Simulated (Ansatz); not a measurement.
Ansatz (a first-principles code) input:

Ansatz 0.2 input:
```yaml
crystal:
  lattice:
    - [0.0, 2.2681865624, 2.2681865624]
    - [2.2681865624, 0.0, 2.2681865624]
    - [2.2681865624, 2.2681865624, 0.0]
  atoms:
    - { symbol: B, position: [0.25, 0.25, 0.25] }
    - { symbol: P, position: [0.5, 0.5, 0.5] }
kpoints:
  mp_grid: { grid: [10, 10, 10] }
hamiltonian:
  xc: r2scan
  pseudopotentials: { kind: paw }
scf:
  occupations: { method: fixed }
checkpoint: { read: static.run }
output: { bader: true, populations: true }
```

Output (shortened):

```
Pseudopotential: B, paw, valence charge 3
Pseudopotential: P, paw, valence charge 5
Functional definition: r2SCAN
Crystal: 2 atoms, lattice volume = 23.338 Å³
Basis set: ecut = 500 eV, 609 PW (Γ), exchange–correlation on 96×96×96 points (64 copies of the dense FFT grid, shifted against one another)
Bands: 8, of which v1, the nominal top of the filled ones, is band 4 counted from 1 (3 counted from 0)
Symmetry: 24 space group operations
Space group: F-43m (ITA 216), of the structure as read, at distance tolerance 2.9e-5 Å
k-points: 47 of 1000 (time reversal used)
Stability of the state it starts from, as read at its close in the unpolarized treatment …
iter 1 solved again at ethr=6.02e-7 eV; its pass at ethr=3.10e-3 eV (dr2=4.81e-5 eV) is discarded
SCF iter   1: F=—  HF=-916.687138 eV  |F-HF|=—  |Δ(HF+E_count)|=         —  Δρ=1.01e-6  dr2=2.51e-10  dr2_τ=4.76e-12  ethr=6.02e-7  ⟨swp⟩=3.3  Hψ=3898  notcnv=0  defer=89
preconditioner: auto → none
SCF iter   2: F=-916.687138 eV  HF=-916.687138 eV  |F-HF|=1.00e-10  |Δ(HF+E_count)|=   9.38e-9  Δρ=7.72e-7  dr2=1.65e-10  dr2_τ=1.11e-11  ethr=3.14e-12  ⟨swp⟩=9.7  Hψ=2496  notcnv=0
SCF 1 converged in 2 iterations: F = -916.687138 eV  dr2 = 1.65e-10
SCF converged after 2 iterations
Free energy (F): -916.687138 eV
Harris-Foulkes:  -916.687138 eV  (|F-HF|=1.00e-10)
Internal energy: -916.687138 eV  (E = F + TS)
E sigma→0 (E₀):  -916.687138 eV
Fermi energy:    9.249126 eV
--- Per-component energies (eV) ---
  E_band       = 19.163824
  E_kinetic    = 121.494819
  E_local      = -66.741831  (includes V_loc(G=0)·N_el)
  E_nonlocal   = 44.163889
  E_hartree    = 17.035603
  E_xc         = -91.103142
  E_vxc        = -108.136841  (∫ρ·V_xc dr)
  E_paw        = -655.833287  (= ΣΔE_a)
  E_vpaw       = -10.621167  (= ΣTr[D̂ρ^β])
  E_aug_tail   = -0.000001  (compensation charges beyond the density's cutoff)
  E_vtau       = 4.933751  (kinetic-family band-sum trace: ∫τ·v_τ [+ j·A + Jᵃ·Aᵃ] dr)
  E_ewald      = -285.593903
  E_core_change = -0.109284  (= ΣΔE_core)
  E_smearing   =  0.000000  (= −TS)
  E_closure    = 0.000000  (closes the sum)
  Σ components = -916.687138   (vs F -916.687138, Δ=0.00e0)
  [band-id]    e_kinetic+e_local+e_nonlocal+2·e_hartree+e_vxc+e_vpaw+e_augmentation_tail+e_vtau = 19.163826   (vs E_band 19.163824, Δ=1.27e-6)
--- Band table (eV; the first three rows and the last of 47) ---
  k-point 0: bands = ["-7.0376", "9.2491", "9.2491", "9.2491", "12.8509", "12.8509", "12.8509", "17.2462"]
  k-point 1: bands = ["-6.8481", "7.8721", "8.9351", "8.9351", "13.2859", "13.2859", "13.3467", "17.7877"]
  k-point 2: bands = ["-6.2869", "5.4027", "8.3398", "8.3398", "13.5987", "14.0513", "14.0513", "19.0361"]
  k-point 46: bands = ["-1.6150", "0.5524", "3.4496", "3.6202", "14.2041", "15.0425", "17.9929", "18.5083"]
--- Löwdin populations: 2 sites ---
  site symbol       q [e]
     0      B      3.6878
     1      P      4.2459
  spilling = 0.008290 (of n_electrons = 8.000000)
--- Bader charges: 2 sites ---
  site symbol  charge [e]  shift [e]
     0      B      0.6389     0.0037
     1      P     -0.6389     0.0037
  shift: an alarm, by how much a part of what the PAW files miss would move the charge. Where it is large, compare
  with a run on PAW files of another source; a small one proves nothing
  estimated error of the sums over rays = 3.9e-4 e
```

Cost: about 23 core-seconds (a rough figure) on shared cores.

The cell was relaxed with r²SCAN under the symmetry of its start; phonons on a q-mesh show no instability. The volume moved by 17 % from the start of the relaxation.

Potentials: the later of the program's two PAW sets.

Ansatz is a plane-wave DFT program.
